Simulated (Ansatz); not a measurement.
Consider the following.

ZrSiS (space group P4/nmm)

```
ZrSiS
1.0
    3.51888     0.00000     0.00000
    0.00000     3.51888     0.00000
    0.00000     0.00000     8.02866
Zr Si S
2 2 2
Direct
  0.00000   0.50000   0.72908
  0.50000   0.00000   0.27092
  0.00000   0.00000   0.00000
  0.50000   0.50000   0.00000
  0.50000   0.00000   0.62056
  0.00000   0.50000   0.37944
```

E(V) scan at fixed shape, V₀ the volume above. The atoms relax within the cell's symmetry.

Method: PBEsol (plane waves to 420 eV, PAW, scalar-relativistic; Ansatz, a program for electronic structure). k mesh 13×13×6 (Γ-centred), Fermi-Dirac smearing 0.05 eV. The energy includes the smearing's −TS. Stress and pressure are positive under compression. With the shape held, the modulus is that of even scaling; a crystal free to change shape is softer. ZrSiS is run without spin polarisation. ZrSiS was relaxed with its symmetry unable to fall. The zero of ΔE is the relaxed starting cell.

The scan covers V/V₀ from 0.900 to 1.100 in 11 points.

### Question
What is ΔE at V/V₀ = 1.100?

### Answer
61 meV/atom.

### Question
What is ΔE at V/V₀ = 0.900?

### Answer
88 meV/atom.

### Question
What pressure does the cell carry at V/V₀ = 0.900?

### Answer
18.7 GPa.

(A scan under strain: stresses follow from slopes of the energy per volume, elastic moduli from its curvatures.)
